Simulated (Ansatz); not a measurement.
Relaxed bulk Nb:

```cif
data_structure
_symmetry_space_group_name_H-M 'Im-3m'
_symmetry_Int_Tables_number 229
_cell_length_a 3.2724
_cell_length_b 3.2724
_cell_length_c 3.2724
_cell_angle_alpha 90.000
_cell_angle_beta 90.000
_cell_angle_gamma 90.000
_cell_volume 35.04
loop_
_atom_site_label
_atom_site_type_symbol
_atom_site_symmetry_multiplicity
_atom_site_Wyckoff_symbol
_atom_site_fract_x
_atom_site_fract_y
_atom_site_fract_z
_atom_site_occupancy
Nb1 Nb 2 a 0.00000 0.00000 0.00000 1
```

Miller indices refer to the conventional cell of Im-3m (No. 229), a = 3.272 Å, b = 3.272 Å, c = 3.272 Å, α = 90.00°, β = 90.00°, γ = 90.00°.

Theory: DFT PBEsol, scalar-relativistic, plane waves, PAW (Ansatz 0.2.0). Cutoff 420 eV, Gaussian smearing of 0.10 eV, no spin polarisation. A dipole correction acts along the normal.

A relaxed slab with low-index faces, about a nanometre thick, has these properties:

```json
{
 "Surface energy (mean of both faces)": "2.36 J/m²",
 "Work function": "4.64 eV"
}
```

(1) Which low-index plane was cut?

Results:

(1) The (110) plane.